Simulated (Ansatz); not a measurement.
LaPd$_{3}$S$_{4}$:
```cif
data_La2Pd6S8
_chemical_formula_sum 'La2 Pd6 S8'
_space_group_name_H-M_alt 'P 1'
_space_group_IT_number 1
_cell_length_a 6.76661
_cell_length_b 6.76661
_cell_length_c 6.76661
_cell_angle_alpha 90.000
_cell_angle_beta 90.000
_cell_angle_gamma 90.000
loop_
_space_group_symop_operation_xyz
  'x, y, z'
loop_
_atom_site_label
_atom_site_type_symbol
_atom_site_fract_x
_atom_site_fract_y
_atom_site_fract_z
_atom_site_occupancy
La1 La 0.50000 0.50000 0.50000 1
La2 La 0.00000 0.00000 0.00000 1
Pd1 Pd 0.75000 0.00000 0.50000 1
Pd2 Pd 0.25000 0.00000 0.50000 1
Pd3 Pd 0.50000 0.25000 0.00000 1
Pd4 Pd 0.50000 0.75000 0.00000 1
Pd5 Pd 0.00000 0.50000 0.25000 1
Pd6 Pd 0.00000 0.50000 0.75000 1
S1 S 0.75000 0.25000 0.25000 1
S2 S 0.25000 0.75000 0.75000 1
S3 S 0.25000 0.25000 0.75000 1
S4 S 0.75000 0.75000 0.25000 1
S5 S 0.25000 0.75000 0.25000 1
S6 S 0.75000 0.25000 0.75000 1
S7 S 0.75000 0.75000 0.75000 1
S8 S 0.25000 0.25000 0.25000 1
```

Relaxed with r²SCAN.

**Question.** Which orbitals make up the states near the Fermi level in plane-wave PAW r²SCAN (Ansatz code)?

**Answer.** Within 0.5 eV of the Fermi level: Pd 4d 44 %, S 3p 41 %, S 3s 6 %, outside the projected shells 6 %. Projections are on Löwdin-orthogonalised atomic valence shells; empty p or d shells of many metals are not among them.

**Question.** Tabulate the density of states.

**Answer.** States/eV per cell of 16 atoms, in 0.25 eV bins, energy from the Fermi level.

```csv
E (eV),total,Pd 4d,S 3p,La 4f
-7.85,0.00,0.00,0.00,0.00
-7.60,0.00,0.00,0.00,0.00
-7.35,0.00,0.00,0.00,0.00
-7.10,0.07,0.01,0.06,0.00
-6.85,2.41,0.32,1.76,0.00
-6.60,5.32,0.97,3.77,0.01
-6.35,12.62,4.29,7.55,0.04
-6.10,18.06,6.85,10.23,0.05
-5.85,24.03,10.15,12.53,0.04
-5.60,6.83,2.31,3.99,0.02
-5.35,13.40,5.23,7.27,0.02
-5.10,14.62,4.62,8.69,0.03
-4.85,17.00,5.50,9.53,0.03
-4.60,14.09,4.74,7.64,0.03
-4.35,12.52,4.54,6.86,0.05
-4.10,8.41,3.31,4.40,0.04
-3.85,12.00,5.92,5.20,0.07
-3.60,15.00,8.93,5.20,0.11
-3.35,15.29,10.57,3.87,0.12
-3.10,30.26,26.01,3.16,0.12
-2.85,34.02,29.56,3.16,0.11
-2.60,16.60,12.46,3.36,0.06
-2.35,16.31,10.25,4.89,0.12
-2.10,22.92,14.39,6.59,0.16
-1.85,23.44,14.76,6.62,0.24
-1.60,23.76,12.91,8.78,0.29
-1.35,16.27,8.33,6.78,0.26
-1.10,8.79,5.33,2.88,0.11
-0.85,0.37,0.20,0.14,0.00
-0.60,0.62,0.30,0.26,0.00
-0.35,1.53,0.72,0.61,0.02
-0.10,6.60,3.04,2.56,0.16
0.15,3.26,1.42,1.32,0.08
0.40,5.02,2.02,2.16,0.15
0.65,6.18,2.22,2.62,0.18
0.90,6.97,2.31,3.03,0.27
1.15,4.51,1.53,2.14,0.20
1.40,5.59,1.58,2.40,0.25
1.65,5.28,1.23,1.90,0.37
1.90,4.51,0.99,1.68,0.41
2.15,6.70,1.31,2.35,0.95
2.40,4.53,0.32,0.51,1.89
2.65,17.89,0.28,0.31,14.63
2.90,71.80,0.54,1.61,66.51
3.15,25.30,0.26,1.25,17.89
3.40,12.42,0.28,1.12,1.98
3.65,4.70,0.11,0.36,0.25
3.90,11.31,0.15,0.72,0.39
4.15,8.91,0.09,0.59,0.42
4.40,8.45,0.08,0.58,0.37
4.65,10.43,0.11,0.70,0.36
```

Space group Pm-3n. The first step of the workflow began from a Materials Project structure, measured or hypothetical; the Crystallography Open Database copy checked does not list it. Whether it is the stable phase at ambient conditions was not checked. The r²SCAN relaxation kept the symmetry of its start; its stability against distortions is not shown here. The run is not spin-polarised. Spin–orbit coupling is left out wherever it is not named.

Potentials: the later of the program's two PAW sets.
